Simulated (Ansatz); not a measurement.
Below is a relaxed structure of Zr3TiC4. The cell was found from a structure generator's guess, not taken from experiment.

These are results of DFT PBE, scalar-relativistic, plane waves, PAW in Ansatz, not measurements. Cutoff 420 eV, Γ-centred mesh, Gaussian smearing, no spin polarisation.

```
CELL_PARAMETERS angstrom
3.27963 0.00000 0.00000
0.00000 3.27963 0.00000
0.00000 0.00000 9.23298
ATOMIC_POSITIONS crystal
Zr 0.00000 0.00000 0.24287
Zr 0.50000 0.50000 0.50000
Zr 0.00000 0.00000 0.75713
Ti 0.50000 0.50000 0.00000
C 0.00000 0.00000 0.00000
C 0.50000 0.50000 0.24036
C 0.00000 0.00000 0.50000
C 0.50000 0.50000 0.75964
```

The zero of energy is the elements' standard structures at the same level; no fitted shifts are applied.

(1) Find its symmetry and describe it.

(2) What is its formation energy per atom?

(3) Is it a metal?

## Answers

(1) P4/mmm (No. 123), with Zr and Ti ordered on rock salt sites. Conventional cell: a = 3.280 Å, c = 9.233 Å. Zr on a site of symmetry 4mm is surrounded by 6 C at 2.24–2.37 Å and 4 Ti at 3.23 Å; Zr on a site of symmetry 4/mmm has 6 C at 2.32–2.40 Å; Ti has 6 C at 2.22–2.32 Å and 8 Zr at 3.23 Å; C on a site of symmetry 4/mmm is surrounded by 2 Zr at 2.24 Å and 4 Ti at 2.32 Å; 2 more sites not described.

(2) −0.80 eV/atom. A negative formation energy is needed for stability but isn't enough: competing phases decide.

(3) Yes, bands cross the Fermi level on the 12×12×4 mesh.

The last run used a 12×12×4 mesh (in the run's order of axes) for its 8-atom cell and Gaussian smearing of 0.10 eV. The reference form of C is held partly by dispersion forces, which this level lacks. A later test with randomly moved atoms came back to the same energy, though modes that don't fit the test's cell weren't probed.
